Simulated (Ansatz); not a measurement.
## Structure optimisation: carbon, lonsdaleite

Method: Ansatz, DFT, RPBE, plane waves (420 eV) with PAW, scalar-relativistic. (PAW data from PBE, frozen cores regenerated.)

k-point mesh 8×8×4, Fermi-Dirac smearing 0.05 eV, no spin polarisation. Cell and atoms relax.

Starting structure:

```
C
1.0
     2.52000    0.00000    0.00000
    -1.26000    2.18238    0.00000
     0.00000    0.00000    4.12000
C
4
Direct
  0.33333 0.66667 0.06250
  0.66667 0.33333 0.56250
  0.33333 0.66667 0.43750
  0.66667 0.33333 0.93750
```

Problem. The pressure at the start is 9.9 GPa. By how much does the volume change?

Solution. From 5.66 to 5.79 Å³ per atom, 2.2 %. The final cell has a = 2.524 Å, c = 4.199 Å (c/a = 1.664).

Problem. How much energy does the relaxation gain?

Solution. 8.5 meV per atom.
